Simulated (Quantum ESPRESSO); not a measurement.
# AlZn2O3F: a curve over one atom's position

Simulated, not a measurement. The program is pw.x of Quantum ESPRESSO 7.5 (plane-wave density functional theory). The cell is made up: 7 atoms on a zincblende/diamond lattice with one site empty, with randomly drawn elements, strain and displacements, not relaxed. PseudoDojo standard norm-conserving files (v0.5 for PBE, v0.4.1 for LDA and PBEsol) set the functional; there is no spin polarisation, spin-orbit coupling or dispersion term, and the masses in the input are unused placeholders.

Seven runs move atom 7 (O, counted in the order of the input) along y and keep all else fixed.

Input of the run at +0.0088:

```
&control calculation='scf', pseudo_dir='./dojo.nc.sr.pbe.v0_5.standard.upf', outdir='./o', disk_io='low', tprnfor=.true., tstress=.true. /
&system ibrav=0, nat=7, ntyp=4, nbnd=40, ecutwfc=84.00895049, nosym=.true., tot_charge=0,
 occupations='smearing', smearing='fd', degauss=0.0018374661
/
&electrons conv_thr=7.350e-09, electron_maxstep=60, /
ATOMIC_SPECIES
Al 1.0 Al.upf
F 1.0 F.upf
O 1.0 O.upf
Zn 1.0 Zn.upf
CELL_PARAMETERS angstrom
4.5343 0.0 0.0
0.0 4.5343 0.0
0.0 0.0 4.5343
ATOMIC_POSITIONS angstrom
Al 0.0231 2.2583 2.331
Zn 2.3159 -0.1116 2.243
Zn 2.2936 2.2744 0.0722
O 1.083 1.083 1.1449
F 1.121 3.4034 3.3899
O 3.4223 1.0326 3.4834
O 3.4391 3.4235 1.1637
K_POINTS automatic
4 4 4 1 1 1
```

```
shift of atom 7 along y (Å)  free energy less that of the input shown (eV)  Fx on atom 7 (eV/Å)  Fy on atom 7 (eV/Å)  Fz on atom 7 (eV/Å)  pressure (GPa)  next band up at Gamma (eV)  iterations
                    -0.1046                                        -0.1928                1.441               -1.032                2.064           -7.74                       1.194          12
                    -0.0356                                        -0.0934                1.521               -1.849                1.631           -7.93                       1.194          12
                    +0.0088                                         0.0000                1.616               -2.357                1.329           -7.94                       1.190          12
                    +0.0379                                         0.0734                1.697               -2.688                1.120           -7.91                       1.186          12
                    +0.1256                                         0.3509                2.034               -3.628                0.434           -7.60                       1.163          12
                    +0.1569                                         0.4695                2.187               -3.943                0.169           -7.42                       1.152          13
```

Question: one run is left out of the table, at +0.0772. Estimate its Fy on atom 7 (eV/Å).

Answer: -3.119. The whole row:

| shift of atom 7 along y (Å) | free energy less that of the input shown (eV) | Fx on atom 7 (eV/Å) | Fy on atom 7 (eV/Å) | Fz on atom 7 (eV/Å) | pressure (GPa) | next band up at Gamma (eV) | iterations |
| --- | --- | --- | --- | --- | --- | --- | --- |
| +0.0772 | 0.1876 | 1.831 | -3.119 | 0.823 | -7.81 | 1.178 | 13 |

A cubic fit gives dFy/dy = -11.44 eV/Å² at zero shift. Across the table the free energy follows the integral of the force to within 0.2 meV. A rerun of one of the cells at 1437 eV and a 6 x 6 x 6 mesh moved values by no more than 0.002 eV in energy, 0.03 GPa in stress and 0.002 eV/Å in force. The band column is the level of band 35 at Gamma less that of band 34, whose number is half the electron count, rounded up; it comes from a band step after each run.